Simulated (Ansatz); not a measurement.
# Relaxing a structure of TiB$_{2}$

The start is a relaxed TiB2 cell displaced along its unstable phonon at q = (½, ½, 0) of its primitive reciprocal cell (326i cm⁻¹), largest move 0.15 Å. The structure is fully relaxed (lattice and positions, P = 0) with PBEsol (plane waves to 420 eV, PAW, scalar-relativistic; Ansatz, a first-principles code). The first steps use a coarse 11×11×11 k-mesh.

Starting cell:
```
CELL_PARAMETERS angstrom
      0.00000     5.04870     5.04870
      2.52435     2.52435     5.04870
      2.52435     2.52435     0.00000
ATOMIC_POSITIONS crystal
  Ti 0.01759 0.98241 0.98241
  Ti 0.48241 0.01759 0.01759
  B  0.97029 0.27971 0.22029
  B  0.52971 0.22029 0.27971
  B  0.97029 0.77971 0.72029
  B  0.52971 0.72029 0.77971
```

**Question.** Which atoms feel the largest initial force, and how large is it?

**Answer.** 1.58 eV/Å, on Ti1, Ti2 (atoms numbered as listed).

**Question.** How does the volume change?

**Answer.** -21.9 %, from 10.72 to 8.37 Å³/atom.

**Question.** Does it find its way back to the structure it was made from?

**Answer.** It does not go back: it reaches P6/mmm (No. 191), AFLOW prototype AB2_hP3_191_a_d (C32, as in AlB2), 1.77 eV/atom below the parent.

**Question.** How do the shortest distances between atoms change?

**Answer.** The closest pairs of elements (up to four, under 3.6 Å), start → end: B–B 2.22 → 1.74 Å; B–Ti 2.16 → 2.36 Å; Ti–Ti 3.45 → 3.02 Å.

**Question.** Write out the relaxed structure.

**Answer.** 
Space group P6/mmm (No. 191); a = b = 3.017 Å, c = 3.186 Å, α = β = 90.00°, γ = 120.00°

```json
[
 {"atom": "Ti", "site": "1a", "symmetry": "6/mmm", "x": "0.0000", "y": "0.0000", "z": "0.0000"},
 {"atom": "B", "site": "2d", "symmetry": "-6m2", "x": "0.3333", "y": "0.6667", "z": "0.5000"}
]
```

Final values are on a 18×18×15 k-mesh of the relaxed cell. No spin polarisation in the result.

The run could not lose the symmetry of its start.

Of the parent cell (Fm-3m (No. 225)): it is a generated cell of TiB2: the first start was made by placing the elements on the sites of a structure type, and the end was not matched to a known phase here, so it may be hypothetical. Known forms of TiB2 include space group No. 191.

The first start was generated by placing the elements on the sites of a structure type. A measured structure of TiB2 has the same space group, P6/mmm (No. 191); the sites were not compared with it.
